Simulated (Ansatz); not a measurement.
A failing elastic run on Ta3Ru

Level of theory: DFT LDA, scalar-relativistic, plane waves, PAW (Ansatz).

Launched with:
```bash
ansatz run input.yaml --threads 1 --pin off --max-ram 3072MiB --backend cpu --events-out ev --progress --plain --runs-dir out
```

Input (bare energies are in eV):
```yaml
crystal:
  lattice:
    - [0.0, 3.1735696198, 3.1735696198]
    - [3.1735696198, 0.0, 3.1735696198]
    - [3.1735696198, 3.1735696198, 0.0]
  atoms:
    - { symbol: Ta, position: [0.25, 0.25, 0.25] }
    - { symbol: Ta, position: [0.75, 0.75, 0.75] }
    - { symbol: Ta, position: [0.5, 0.5, 0.5] }
    - { symbol: Ru, position: [0.0, 0.0, 0.0] }
basis:
  ecutwfc: 420
kpoints:
  mp_grid: { grid: [12, 12, 12] }
hamiltonian:
  xc: lda
scf:
  occupations: { method: fermi_dirac, width: 0.15 }
output:
  forces: true
  stress: true
  eigenvalues: true
  polarization: {}
elastic:
  mode: relaxed_ion
  stencil: two_point
```

The program ended with:
```
Error: output.polarization with scf.occupations: <smearing|tetrahedron|explicit> — the Berry phase is that of a manifold of filled bands, the same in number at every k-point — a smearing, tetrahedron or explicit fill defines no such manifold; use scf.occupations.method: fixed on an insulating deck
```

Task: What in the input causes this, and what does a sound run give?

Result: The cause is Berry-phase polarisation added. With this input instead (crystal left out)
```yaml
basis:
  ecutwfc: 420
kpoints:
  mp_grid: { grid: [12, 12, 12] }
hamiltonian:
  xc: lda
scf:
  occupations: { method: fermi_dirac, width: 0.15 }
output:
  forces: true
  stress: true
  eigenvalues: true
elastic:
  mode: relaxed_ion
  stencil: two_point
```
the run finishes and gives the elastic coefficients (GPa; two-point stencil, strain 0.002 and ions relaxed unless stated):
| setting | C11 | C12 | C44 |
| --- | --- | --- | --- |
| reference run | 416.0 | 173.1 | 86.4 |
In a metal, frequencies and elastic constants depend on the k mesh and the smearing, soft modes and shear constants most. Spin–orbit coupling is left out, which matters for heavy elements.

Cost: 2 runs of about 5.5 core-minutes in all, on Intel Xeon Platinum 8259CL (Skylake/Cascade Lake) (shared hosts).